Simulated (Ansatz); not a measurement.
An ordered 4-atom cell of Na2IF on the rocksalt lattice (R-3m), relaxed with r2SCAN: 6 runs in Ansatz 0.2.0, each a construction of maximally localised Wannier functions. The symmetry is R-3m (No. 166, trigonal); conventional cell a = 3.997 Å, c = 19.238 Å, 22.18 Å³ an atom. F is surrounded by 6 Na at 2.58 Å; I is surrounded by 6 Na at 3.08 Å; Na is surrounded by 3 F at 2.58 Å and 3 I at 3.08 Å. Note: simulated data, non-magnetic, for a generated structure that need not be the stable one.

```yaml
crystal:
  lattice:
    - [1.99850, 1.15383, 6.41279]
    - [-1.99850, 1.15383, 6.41279]
    - [0.00000, -2.30767, 6.41279]
  atoms:
    - { symbol: F, position: [0.00000, 0.00000, 0.00000] }
    - { symbol: I, position: [0.50000, 0.50000, 0.50000] }
    - { symbol: Na, position: [0.27280, 0.27280, 0.27280] }
    - { symbol: Na, position: [0.72720, 0.72720, 0.72720] }
```

Windows count from the top of the filled bands; a dash means that no such window was set (without an outer window there is no disentanglement).

| functional | SCF mesh | trial orbitals | functions | mesh | window (eV) | frozen (eV) | Ω total (Å²) | Ω invariant (Å²) | largest spread (Å²) | least projectability | interpolation miss of the model's filled bands (eV, to the nearest computed level) |
| --- | --- | --- | --- | --- | --- | --- | --- | --- | --- | --- | --- |
| PBE | 6×6×6 | F s, F p, I s, I p | 8 | 6×6×6 | – | – | 8.99 | 7.38 | 1.73 | 0.97 | 0.015 |
| PBE | 6×6×6 | F s, F p, I s, I p | 8 | 4×4×4 | – | – | 8.64 | 7.05 | 1.67 | 0.97 | 0.069 |
| PBE | 6×6×6 | F p, I p | 6 | 6×6×6 | – | – | 8.69 | 8.65 | 2.33 | 0.95 | 0.015 |
| r2SCAN | 6×6×6 | F s, F p, I s, I p | 8 | 6×6×6 | – | – | 9.11 | 7.50 | 1.69 | 0.91 | 0.011 |
| r2SCAN | 6×6×6 | F p, I p | 6 | 6×6×6 | – | – | 8.48 | 8.45 | 2.28 | 0.96 | 0.011 |
| HSE06 | 6×6×6 | F s, F p, I s, I p | 8 | 6×6×6 | – | – | 8.78 | 7.17 | 1.68 | 0.96 | – |

A dash in the last column means that the miss wasn't evaluated.

For F s, F p, I s, I p with PBE the spread goes 8.64 Å² (4×4×4), 8.99 Å² (6×6×6): finite differences on a coarse mesh understate it.

No spin-orbit coupling is included; it can move band edges with weight on the heavy atoms by tenths of an eV.
